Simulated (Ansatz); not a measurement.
YTl3:
```
YTl3
1.0
    4.67745     0.00000     0.00000
    0.00000     4.67745     0.00000
    0.00000     0.00000     4.67745
Tl Y
3 1
Direct
  0.00000   0.50000   0.50000
  0.50000   0.00000   0.50000
  0.50000   0.50000   0.00000
  0.00000   0.00000   0.00000
```

Relaxed with PBEsol.

Question: Map the valence electron density (e/Å³), cut off at 3 on the plane through (0.000, 0.500, 0.500) spanned by u = [1, 1, 0] and v = [1, 0, 1] in lattice vectors, from plane-wave PAW PBEsol (Ansatz code).

Answer: x is the fraction of u, y of v (the angle between them is 60°; rows are the nearest grid lines); atoms in the plane: Tl at (0.00, 0.00), Tl at (0.50, 0.00), Tl at (0.00, 0.50), Y at (0.50, 0.50).
```
y \ x   0.000  0.0909  0.182  0.273  0.364  0.455  0.545  0.636  0.727  0.818  0.909   1.00
------  -----  ------  -----  -----  -----  -----  -----  -----  -----  -----  -----  -----
1.00     3.00    2.98  0.332  0.168  0.996   3.00   3.00  0.996  0.168  0.332   2.98   3.00
0.909    2.98    2.95  0.592  0.148  0.245   1.49   3.00   1.50  0.231  0.134  0.581   2.98
0.848   0.679    1.11  0.462  0.146  0.131  0.370   1.04  0.809  0.223  0.106  0.183  0.679
0.758   0.155   0.197  0.185  0.132  0.115  0.126  0.176  0.202  0.161  0.151  0.152  0.155
0.697   0.247   0.139  0.118  0.137  0.267  0.242  0.128  0.119  0.148  0.280  0.419  0.247
0.606    2.13   0.432  0.128  0.159   1.25   2.59  0.912  0.130  0.145  0.580   2.48   2.13
0.545    3.00    1.49  0.215  0.141   1.38   3.00   3.00  0.365  0.134  0.514   3.00   3.00
0.455    3.00    3.00  0.514  0.134  0.365   3.00   3.00   1.38  0.141  0.215   1.49   3.00
0.394    2.13    2.48  0.580  0.145  0.130  0.912   2.59   1.25  0.159  0.128  0.432   2.13
0.303   0.247   0.419  0.280  0.148  0.119  0.128  0.242  0.267  0.137  0.118  0.139  0.247
0.242   0.155   0.152  0.151  0.161  0.202  0.176  0.126  0.115  0.132  0.185  0.197  0.155
0.152   0.679   0.183  0.106  0.223  0.809   1.04  0.370  0.131  0.146  0.462   1.11  0.679
0.0909   2.98   0.581  0.134  0.231   1.50   3.00   1.49  0.245  0.148  0.592   2.95   2.98
0.000    3.00    2.98  0.332  0.168  0.996   3.00   3.00  0.996  0.168  0.332   2.98   3.00
```

The density is the valence pseudo-density with augmentation charge, so density and ELF within about 1 Å of a nucleus are not all-electron values.

Space group Pm-3m (Cu3Au type). The workflow started from an entry of the Crystallography Open Database (COD). Whether it is the stable phase at ambient conditions was not checked. Symmetry was held in the PBEsol relaxation; its stability against distortions is not shown here. No spin polarisation was allowed. Spin–orbit coupling is left out wherever it is not named.

Potentials: the later of the program's two PAW sets.
